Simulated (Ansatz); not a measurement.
System: CoO, 4 atoms in the cell.

The calculation used PBE, all-electron LAPW, point nucleus in Ansatz.

k-mesh 4×4×4 Γ-centred; Fermi–Dirac smearing of 0.05 eV; starting moments Co1 3, Co2 -3 μB.

```
CELL_PARAMETERS angstrom
4.26000 2.13000 2.13000
2.13000 4.26000 2.13000
2.13000 2.13000 4.26000
ATOMIC_POSITIONS crystal
Co 0.00000 0.00000 0.00000
Co 0.50000 0.50000 0.50000
O 0.25000 0.25000 0.25000
O 0.75000 0.75000 0.75000
```

(1) Would the cell expand or shrink if it were free to relax?

Answers

(1) The pressure is -2.80 GPa, so at these settings the cell is stretched and would shrink.

The k-mesh is coarse, so these values belong to this mesh and can lie far from the converged ones. One magnetic order was tried; another may lie lower.
